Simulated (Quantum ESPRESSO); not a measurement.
## RuZr3AlAg3 (input and log of a self-consistent run)

Simulated, not a measurement. The program is pw.x of Quantum ESPRESSO 7.5 (plane-wave density functional theory). The cell is made up: eight metal atoms on a face-centred cubic lattice, with elements, volume, strain and displacements drawn at random and not relaxed, so it may be unstable or far from any real phase. PseudoDojo standard norm-conserving files set the functional (PBE unless stated); there is no spin polarisation or spin-orbit coupling, the Fermi-Dirac width of 0.25 eV means electrons at about 2900 K, and the masses in the input are unused placeholders. A spin test at this wide smearing found no moment, but such smearing suppresses magnetism that the real alloy may have.

Input:

```
&control calculation='scf', pseudo_dir='./dojo.nc.sr.pbe.v0_5.standard.upf', outdir='./o', disk_io='minimal', tprnfor=.true., tstress=.true. /
&system ibrav=0, nat=8, ntyp=4, nbnd=69, ecutwfc=84.00895049, nosym=.true., tot_charge=0,
 occupations='smearing', smearing='fd', degauss=0.0183746611
/
&electrons conv_thr=1.470e-08, electron_maxstep=70, mixing_beta=0.5 /
ATOMIC_SPECIES
Ag 1.0 Ag.upf
Al 1.0 Al.upf
Ru 1.0 Ru.upf
Zr 1.0 Zr.upf
CELL_PARAMETERS angstrom
-2.1199 -4.3287 -2.1727
-4.3144 2.1746 2.2266
0.0477 4.2727 -4.2812
ATOMIC_POSITIONS angstrom
Ru 0.0508 0.0127 0.028
Zr 0.0161 2.0968 -1.9404
Al -2.1298 2.1126 0.056
Zr -2.1805 4.367 -2.0603
Ag -2.1448 -0.0641 -2.1868
Zr -2.1405 2.1165 -4.2374
Ag -4.4101 -0.0705 0.0809
Ag -4.2764 2.2165 -2.0647
K_POINTS automatic
5 5 4 1 1 1
```

The log is shortened where brackets say so; the opening notice, blank lines, dates and the lines on written files are dropped, and the path of the files is cut. It prints rydbergs, bohrs and kilobars, and counts compression as positive stress. Its total energy is the free energy E - TS of the whole cell.

```
     Program PWSCF v.7.5
     Parallel version (MPI & OpenMP), running on       4 processor cores
     Number of MPI processes:                 4
     Threads/MPI process:                     1
     [start-up lines left out]
     bravais-lattice index     =            0
     lattice parameter (alat)  =       9.9910  a.u.
     unit-cell volume          =    1077.5470 (a.u.)^3
     number of atoms/cell      =            8
     number of atomic types    =            4
     number of electrons       =       112.00
     number of Kohn-Sham states=           69
     kinetic-energy cutoff     =      84.0090  Ry
     charge density cutoff     =     336.0358  Ry
     scf convergence threshold =      1.5E-08
     mixing beta               =       0.5000
     number of iterations used =            8  plain     mixing
     Exchange-correlation= PBE
                           (   1   4   3   4   0   0   0)
     [axes and pseudopotential details left out]
   Cartesian axes
     site n.     atom                  positions (alat units)
         1        Ru     tau(   1) = (   0.0096085   0.0024021   0.0052960  )
         2        Zr     tau(   2) = (   0.0030452   0.3965963  -0.3670142  )
         3        Al     tau(   3) = (  -0.4028380   0.3995848   0.0105920  )
         4        Zr     tau(   4) = (  -0.4124276   0.8259901  -0.3896926  )
         5        Ag     tau(   5) = (  -0.4056752  -0.0121241  -0.4136192  )
         6        Zr     tau(   6) = (  -0.4048619   0.4003224  -0.8014771  )
         7        Ag     tau(   7) = (  -0.8341422  -0.0133346   0.0153017  )
         8        Ag     tau(   8) = (  -0.8088537   0.4192368  -0.3905248  )
     number of k points=    50  Fermi-Dirac smearing, width (Ry)=  0.0184
                       cart. coord. in units 2pi/alat
        k(    1) = (  -0.1747608   0.0279201  -0.1284489), wk =   0.0400000
        k(    2) = (  -0.2154335   0.1445863  -0.3212004), wk =   0.0400000
     [further k points left out]
     Dense  grid:   112099 G-vectors     FFT dimensions: (  60,  60,  72)
     Estimated max dynamical RAM per process >     377.90 MB
     Estimated total dynamical RAM >       1.40 GB
     Initial potential from superposition of free atoms
     starting charge     111.9883, renormalised to     112.0000
     Starting wfcs are   74 randomized atomic wfcs
     total cpu time spent up to now is       14.8 secs
     per-process dynamical memory:   301.0 Mb
     Self-consistent Calculation
     iteration #  1     ecut=    84.01 Ry     beta= 0.50
     Davidson diagonalization with overlap
     ethr =  1.00E-02,  avg # of iterations =  2.9
     total cpu time spent up to now is       42.9 secs
     total energy              =   -1439.49891286 Ry
     estimated scf accuracy    <       2.19600750 Ry
     iteration #  2     ecut=    84.01 Ry     beta= 0.50
     Davidson diagonalization with overlap
     ethr =  1.96E-03,  avg # of iterations =  3.4
     total cpu time spent up to now is       69.2 secs
     total energy              =   -1439.88215354 Ry
     estimated scf accuracy    <       6.83808434 Ry
     iteration #  3     ecut=    84.01 Ry     beta= 0.50
     Davidson diagonalization with overlap
     ethr =  1.96E-03,  avg # of iterations =  2.2
     total cpu time spent up to now is       91.3 secs
     total energy              =   -1440.29695721 Ry
     estimated scf accuracy    <       4.80693238 Ry
     iteration #  4     ecut=    84.01 Ry     beta= 0.50
     Davidson diagonalization with overlap
     ethr =  1.96E-03,  avg # of iterations =  2.0
     total cpu time spent up to now is      111.7 secs
     total energy              =   -1440.66176517 Ry
     estimated scf accuracy    <       0.26806441 Ry
     iteration #  5     ecut=    84.01 Ry     beta= 0.50
     Davidson diagonalization with overlap
     ethr =  2.39E-04,  avg # of iterations =  2.2
     total cpu time spent up to now is      132.8 secs
     total energy              =   -1440.67344021 Ry
     estimated scf accuracy    <       0.04450194 Ry
     [iterations 6 to 11 left out]
     iteration # 12     ecut=    84.01 Ry     beta= 0.50
     Davidson diagonalization with overlap
     ethr =  1.35E-08,  avg # of iterations =  3.0
     total cpu time spent up to now is      286.6 secs
     total energy              =   -1440.68564100 Ry
     estimated scf accuracy    <       0.00000104 Ry
     iteration # 13     ecut=    84.01 Ry     beta= 0.50
     Davidson diagonalization with overlap
     ethr =  9.33E-10,  avg # of iterations =  4.7
     total cpu time spent up to now is      310.1 secs
     total energy              =   -1440.68564118 Ry
     estimated scf accuracy    <       0.00000034 Ry
     iteration # 14     ecut=    84.01 Ry     beta= 0.50
     Davidson diagonalization with overlap
     ethr =  3.04E-10,  avg # of iterations =  2.0
     total cpu time spent up to now is      329.8 secs
     total energy              =   -1440.68564121 Ry
     estimated scf accuracy    <       0.00000003 Ry
     iteration # 15     ecut=    84.01 Ry     beta= 0.50
     Davidson diagonalization with overlap
     ethr =  2.30E-11,  avg # of iterations =  3.5
     total cpu time spent up to now is      352.4 secs
     total energy              =   -1440.68564121 Ry
     estimated scf accuracy    <       0.00000002 Ry
     iteration # 16     ecut=    84.01 Ry     beta= 0.50
     Davidson diagonalization with overlap
     ethr =  1.58E-11,  avg # of iterations =  2.0
     total cpu time spent up to now is      372.2 secs
     End of self-consistent calculation
     [lines on levels left out]
!    total energy              =   -1440.68564122 Ry
     estimated scf accuracy    <          1.4E-09 Ry
     smearing contrib. (-TS)   =      -0.11089492 Ry
     internal energy E=F+TS    =   -1440.57474629 Ry
     The total energy is F=E-TS. E is the sum of the following terms:
     one-electron contribution =    -646.23858694 Ry
     hartree contribution      =     372.26623795 Ry
     xc contribution           =    -234.97362266 Ry
     ewald contribution        =    -931.62877464 Ry
     convergence has been achieved in  16 iterations
     Forces acting on atoms (cartesian axes, Ry/au):
     atom    1 type  3   force =    -0.01507018   -0.00586448    0.00408443
     atom    2 type  4   force =    -0.00342836   -0.01384106   -0.01022273
     atom    3 type  2   force =    -0.01933077   -0.00696707   -0.00027558
     atom    4 type  4   force =    -0.01982648    0.00181386   -0.00346588
     atom    5 type  1   force =     0.00331030    0.01160861    0.02557048
     atom    6 type  4   force =     0.02964151    0.00535207   -0.03458178
     atom    7 type  1   force =     0.02449421    0.01672960    0.01047208
     atom    8 type  1   force =     0.00020978   -0.00883154    0.00841899
     Total force =     0.073877     Total SCF correction =     0.000112
     Computing stress (Cartesian axis) and pressure
          total   stress  (Ry/bohr**3)                   (kbar)     P=      -51.20
  -0.00035400   0.00009963   0.00014387          -52.07       14.66       21.16
   0.00009963  -0.00041990   0.00000671           14.66      -61.77        0.99
   0.00014387   0.00000671  -0.00027018           21.16        0.99      -39.74
     init_run     :     11.53s CPU     12.09s WALL (       1 calls)
     electrons    :    349.37s CPU    357.36s WALL (       1 calls)
     forces       :      2.85s CPU      2.88s WALL (       1 calls)
     stress       :      9.92s CPU      9.93s WALL (       1 calls)
     [timing details left out]
     PWSCF        :   6m16.42s CPU   6m25.17s WALL
     JOB DONE.
```

In other units: free energy -19601.527 eV for the cell, pressure -5.12 GPa, largest force component 0.889 eV/Å in size. The run took 387 s of wall time with four MPI processes on a shared machine (Intel Xeon, older, virtual cores), so the time is rough. A rerun of this cell at a higher cutoff and on a denser mesh moved values by no more than 0.005 eV in energy, 0.03 GPa in stress and 0.003 eV/Å in force, and a second program with other atomic files agreed on that cell to 2 % rms in force and 0.5 GPa in pressure.